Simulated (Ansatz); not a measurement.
## AuCu3-type HfIr3

**What was measured.** A cell as deposited of cubic HfIr3 (space group Pm-3m), temperature not stated, from the Crystallography Open Database (1964), has a = 3.926 Å and 15.13 Å³/atom.

The computed numbers are results of PBEsol, scalar-relativistic (no spin polarisation) in the plane-wave PAW code Ansatz at 420 eV, 8×8×8 k-mesh, Gaussian smearing of 0.05 eV. The datasets are Ansatz's generated set soft_2.

```yaml
crystal:
  lattice:
    - [3.92392, 0.00000, 0.00000]
    - [0.00000, 3.92392, 0.00000]
    - [0.00000, 0.00000, 3.92392]
  atoms:
    - { symbol: Hf, position: [0.00000, 0.00000, 0.00000] }
    - { symbol: Ir, position: [0.00000, 0.50000, 0.50000] }
    - { symbol: Ir, position: [0.50000, 0.50000, 0.00000] }
    - { symbol: Ir, position: [0.50000, 0.00000, 0.50000] }
```

The start was a prototype's sites filled with these elements; the Crystallography Open Database holds the compound in this structure.

The cell above was scaled in volume, its shape and atoms being fixed by the lattice's symmetry. Energies are counted from the cell above.

Cell and atoms are those of this level's equilibrium.

| V (Å³/atom) | ΔE (meV/atom) | P from the stress (GPa) |
| --- | --- | --- |
| 14.500 | 24.92 | 13.75 |
| 14.802 | 5.98 | 6.48 |
| 15.104 | 0.00 | 0.00 |
| 15.406 | 5.58 | -5.79 |
| 15.708 | 21.46 | -10.95 |

Do the energies and the pressures agree? Compare −ΔE/ΔV between neighbouring points (1 meV/Å³ = 0.1602 GPa) with the mean of their pressures.

```tsv
interval (Å³/atom)	−ΔE/ΔV (GPa)	mean P (GPa)
14.50 to 14.80	10.0	10.1
14.80 to 15.10	3.2	3.2
15.10 to 15.41	-3.0	-2.9
15.41 to 15.71	-8.4	-8.4
```
They differ by 0.07 GPa at most.

What do the two routes give for V0, B0 and B0′?

A third-order Birch–Murnaghan fit of the energies: V0 = 15.10 Å³/atom, B0 = 306 GPa, B0′ = 4.7. A polynomial of P in ln V, with B = −dP/d ln V at P = 0: V0 = 15.10 Å³/atom, B0 = 306 GPa, B0′ = 4.7.

B0·V0 = 306.2 GPa × 15.10 Å³ = 28.87 eV/atom sets the scale: near the minimum ΔE ≈ ½ B0 V0 x², with x = V/V0 − 1, and a pressure of 3.1 GPa squeezes the volume by about 1 %. At the ends of the curve: x = −4.0 % predicts 23.1 meV/atom and the run gives 24.9; x = +4.0 % predicts 23.1 meV/atom and the run gives 21.5. The curve is steeper than the parabola on the compressed side and flatter on the expanded side: the bulk modulus rises with pressure.

**Comparison.** The computed cell (3.924 Å, 15.10 Å³/atom) differs from the database's by −0.2 % in volume, about −0.1 % in length. Agreement this close is partly luck: the calculation is for a static lattice, the crystal has zero-point motion and thermal expansion.

No spin–orbit coupling, a notable omission for heavy elements. The run is a metal.
